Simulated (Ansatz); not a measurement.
**How much do the gradients of SrCaLaBiO6 depend on the method?**

Cell: a Materials Project structure (computed, not necessarily an observed phase) whose atoms were relaxed with PBE, the cell held.

Space group Pc (No. 7); a = 5.9068, b = 6.1288, c = 10.3574 Å, β = 124.69°.

```
site  Wyckoff  site symmetry       x       y       z
  Sr       2a              1  0.7637  0.7964  0.7513
  Ca       2a              1  0.4995  0.7542  0.0011
  La       2a              1  0.2358  0.3071  0.7545
  Bi       2a              1  0.9999  0.2471  0.0006
  O9       2a              1  0.8928  0.9515  0.0658
 O10       2a              1  0.1294  0.4753  0.4318
 O13       2a              1  0.7662  0.4450  0.0522
 O14       2a              1  0.2350  0.9354  0.4403
 O17       2a              1  0.3404  0.6939  0.7376
 O18       2a              1  0.6372  0.2022  0.7648
```

One atom of each set is listed.

First run. Computed with Ansatz: DFT, PBE, plane waves and PAW, scalar-relativistic, 420 eV cutoff, Γ-centred 5×4×3 k-points, Fermi–Dirac smearing 0.02 eV.

```csv
site,V_zz (10²¹ V/m²),η
Sr,-5.88,0.34
Ca,0.99,0.78
La,-13.17,0.77
Bi,-5.56,0.84
O9,9.12,0.19
O10,8.39,0.36
O13,8.86,0.35
O14,8.72,0.15
O17,9.01,0.11
O18,8.65,0.07
```

Second run. The same atoms and settings, except that the functional is r2SCAN and the cutoff is 500 eV.

Problem. Given the first result, estimate the second.

Solution. 

```csv
site,V_zz,η,change of V_zz
Sr,-6.05,0.35,-0.17
Ca,0.99,0.82,0.00
La,-13.35,0.77,-0.18
Bi,-5.79,0.85,-0.23
O9,9.34,0.20,+0.22
O10,8.63,0.35,+0.24
O13,9.20,0.34,+0.34
O14,9.01,0.17,+0.29
O17,9.28,0.09,+0.27
O18,8.88,0.04,+0.23
```

The largest change of V_zz is on O13, from 8.86 to 9.20. In per cent, |V_zz| changes by +3 on Sr, 0 on Ca, +1 on La, +4 on Bi, +2 to +4 on O (all sites that start above 0.5).

Spin–orbit coupling is left out, which shifts gradients on Bi by a few per cent, and by more where contributions nearly cancel.
For the second run: The largest force is 0.3 eV/Å, so the atoms aren't at the calculated equilibrium and relaxing them would move these values.
